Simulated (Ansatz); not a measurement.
What DFT gives for CaLuH

```xyz
6
Lattice="3.7406 0.0000 0.0000 0.0000 3.7406 0.0000 0.0000 0.0000 7.6703" Properties=species:S:1:pos:R:3 pbc="T T T"
Ca    0.0000    1.8703    1.0738
Ca    1.8703    0.0000    6.5965
H     0.0000    0.0000    0.0000
H     1.8703    1.8703    0.0000
Lu    0.0000    1.8703    5.1391
Lu    1.8703    0.0000    2.5312
```

Level: PBE, no spin polarisation; 420 eV; 9×9×5 Γ-centred mesh; fermi-dirac occupations (width 0.1 eV); Ansatz 0.2.0, fixed geometry.

Task: Which atom feels the largest force, and which way?

Result: The largest is on Lu5 (and as large on other atoms): 2.81 eV/Å, components (0.00, 0.00, -2.81). It makes 119° with the line to a nearest neighbour, Ca2 at 3.02 Å.

Task: Which element gives electrons and which takes them?

Result: Bader charges in e: Ca +0.93, Lu -0.11, H -0.81. In the mean Ca gives up most and H takes most.

Task: Describe some of the short contacts.

Result: Ca–H at 2.16 Å: least valence density 0.22 e/Å³ and ELF 0.12 there. Lu–Ca at 3.02 Å: least valence density 0.11 e/Å³ and ELF 0.06 there. Lu–H at 3.15 Å: least valence density 0.12 e/Å³ and ELF 0.34 there. Both are smooth PAW fields, read partly inside the augmentation spheres.

Task: What does the stress say?

Result: The pressure is 12.7 GPa (compression positive), so with the atoms held at these fractions the cell would first expand; the forces are large, so a full relaxation may end otherwise. The principal stresses 8.6, 14.8, 14.8 GPa differ, so its shape would change too.

Task: What happens at the Fermi level?

Result: It is a metal, with about 6.5 states/eV a cell as the mean within 0.25 eV of the Fermi level.

Task: Is it stable against the elements?

Result: 0.42 eV an atom against the elements' usual phases (free molecules for gases, crystals otherwise, with no correction for O₂ or N₂), so at this geometry it isn't bound against them. Relaxing would lower it.

Origin: a known structure type with other elements, at an estimated volume, so it need not be a known compound. Caveats: atoms or cell far from equilibrium.
